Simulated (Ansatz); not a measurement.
CaTiO3:
```cif
data_CaO3Ti
_chemical_formula_sum 'Ca1 Ti1 O3'
_space_group_name_H-M_alt 'Pm-3m'
_space_group_IT_number 221
_space_group_name_Hall '-P 4 2 3'
_cell_length_a 3.84083
_cell_length_b 3.84083
_cell_length_c 3.84083
_cell_angle_alpha 90.000
_cell_angle_beta 90.000
_cell_angle_gamma 90.000
loop_
_atom_site_label
_atom_site_type_symbol
_atom_site_symmetry_multiplicity
_atom_site_Wyckoff_symbol
_atom_site_fract_x
_atom_site_fract_y
_atom_site_fract_z
_atom_site_occupancy
Ca1 Ca 1 b 0.50000 0.50000 0.50000 1
Ti1 Ti 1 a 0.00000 0.00000 0.00000 1
O1 O 3 d 0.00000 0.00000 0.50000 1
```

Relaxed with PBEsol. Plane-wave PAW PBEsol (Ansatz code) gives a gap of 1.89 eV.

Q: What gap does HSE06 give on the same cell (Ansatz, PAW)?

A: 3.42 eV, 1.53 eV more. The hybrid was solved on a coarser mesh and at special points; the gap given is the minimum over both.

| k | v1 PBEsol | c1 PBEsol | v1 HSE06 | c1 HSE06 |
|---|---|---|---|---|
| Γ | -0.44 | 1.89 | -0.51 | 3.42 |
| R | 0.00 | 4.71 | (withheld) | (withheld) |
| M | -0.10 | 4.02 | (withheld) | (withheld) |
| X | -0.74 | 2.10 | (withheld) | (withheld) |

Q: Top valence (v1) and lowest conduction level (c1) in eV from each method's valence maximum (which need not be a listed point): supply the withheld HSE06 values.

A: 
- M, v1 HSE06: -0.10
- M, c1 HSE06: 5.71
- X, v1 HSE06: -0.83
- X, c1 HSE06: 3.63
- R, v1 HSE06: 0.00
- R, c1 HSE06: 6.52

Cost on shared cores: the PBEsol run (SCF on a 7×7×7 mesh, then bands and DOS) about 16 core-seconds (a rough figure), the HSE06 run (SCF on 4×4×4, then a few points) very roughly 60 core-seconds; the tasks are unlike.

The workflow started from an entry of the Crystallography Open Database (COD), which files this formula under 5 space groups. Its standing as an ambient phase is unchecked. The cell was relaxed with PBEsol under the symmetry of its start; its stability against distortions is not shown here. The run is not spin-polarised.

Potentials: the later of the program's two PAW sets.
